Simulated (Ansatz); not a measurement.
Ta:
```
CELL_PARAMETERS angstrom
      2.84022     0.00000     0.00000
     -1.42011     2.45971     0.00000
      0.00000     0.00000     5.05694
ATOMIC_POSITIONS crystal
  Ta 0.66667 0.33333 0.75000
  Ta 0.33333 0.66667 0.25000
```

Relaxed with LDA. Special points in fractions of this cell's reciprocal vectors: Γ (0.000, 0.000, 0.000); M (0.500, 0.000, 0.000); K (0.333, 0.333, 0.000); A (0.000, 0.000, 0.500); L (0.500, 0.000, 0.500); H (0.333, 0.333, 0.500).

### Question
List the band energies nearest the Fermi level at these points for LDA in the plane-wave PAW code Ansatz.

### Answer
In eV from the Fermi level; about four levels below and three above (degenerate sets whole), none deeper than 8.9 eV; points with the same levels are listed once.

```csv
k,below,above
Γ,-8.36 -5.10 -0.67,0.20 0.55 0.55
M,-4.13 -3.61 -0.40 -0.26,0.55 0.81 5.90
K,-1.95 -1.95 -1.62 -0.63 -0.63,1.17 4.24 4.28 4.28
A,-6.43 -6.43 -1.24 -1.24,0.60 0.60 0.60 0.60
L,-4.59 -4.59 -2.52 -2.52,1.81 1.81 2.69 2.69
H,-2.05 -2.05 -0.51 -0.51,1.57 1.57 5.53 5.53
```

Space group P6_3/mmc (hcp (Mg type)). The workflow started from a Materials Project entry (that database holds measured and hypothetical structures alike); the Crystallography Open Database copy checked does not list it. It is not the phase usual at ambient conditions (space group No. 229). The LDA relaxation kept the symmetry of its start. At this level the phase is dynamically unstable (imaginary phonons). No spin polarisation was allowed. Spin–orbit coupling is left out wherever it is not named.

Potentials: the later of the program's two PAW sets.
